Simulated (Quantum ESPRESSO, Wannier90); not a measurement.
## MgTe (wurtzite), plane waves to Wannier functions

```yaml
crystal:
  lattice:
    - [4.59020, 0.00000, 0.00000]
    - [-2.29510, 3.97523, 0.00000]
    - [0.00000, 0.00000, 7.43781]
  atoms:
    - { symbol: Mg, position: [0.33333, 0.66667, 0.99599] }
    - { symbol: Mg, position: [0.66667, 0.33333, 0.49599] }
    - { symbol: Te, position: [0.33333, 0.66667, 0.37401] }
    - { symbol: Te, position: [0.66667, 0.33333, 0.87401] }
```

Cell from Materials Project (mp-1039), symmetrised, no further relaxation. COD (Crystallography Open Database) has an entry of this formula and space group (matched by these alone). Level: PBEsol, no spin polarisation, no spin-orbit coupling; pw.x of Quantum ESPRESSO at 68 Ry with PseudoDojo potentials, 6×6×4 k-points, Wannier90. Density: 12×12×4 mesh, cold smearing 0.01 Ry. Spin-orbit coupling is left out although heavy elements are present.

The plane-wave run has 44 bands and 52 electrons a cell. On the energy scale of pw.x, whose zero is arbitrary, the valence-band maximum lies at 4.33 eV.

Isolated groups of bands, relative to the valence-band maximum (bands from 27 on overlap up to the last one computed):

```csv
bands,from (eV),to (eV),filling,weight on atomic waves
1–2,-74.91,-74.91,filled,Mg 2s 100 %
3–8,-41.84,-41.83,filled,Mg 2p 100 %
9–18,-35.14,-35.13,filled,Te 4d 100 %
19–20,-10.27,-9.48,filled,"Te 5s 90 %, Mg 3s 10 %"
21–26,-3.25,0.00,filled,"Te 5p 88 %, Mg 3s 9 %"
```

Input w.win, without the blocks of cell, atoms and k-points (144 lines):

```
num_bands = 26
num_wann = 16
exclude_bands = 1-18
num_iter = 800
conv_tol = 1.0e-6
conv_window = 4
dis_num_iter = 1000
dis_conv_tol = 1.0e-6
dis_froz_max = 12.12
write_hr = true
write_u_matrices = true
begin projections
f=0.33238,-0.32339,-0.00211: s;p
f=-0.32205,0.34331,0.49728: s;p
f=0.34086,-0.32376,0.36999: s;p
f=-0.34537,0.33033,-0.12660: s;p
end projections
mp_grid = 6 6 4
```

wannier90.x stops with:
```
dis_windows: More states in the frozen window than target WFs
```
At some k-point more bands lie below dis_froz_max than there are Wannier functions, and every frozen state has to fit into the subspace. Mended as below, all else unchanged, the run goes through (Ω_I = 33.3 Å²) and follows the plane-wave bands to 4.6 meV rms (states up to 3.3 eV relative to the valence-band maximum).
```
dis_froz_max = 8.12
```
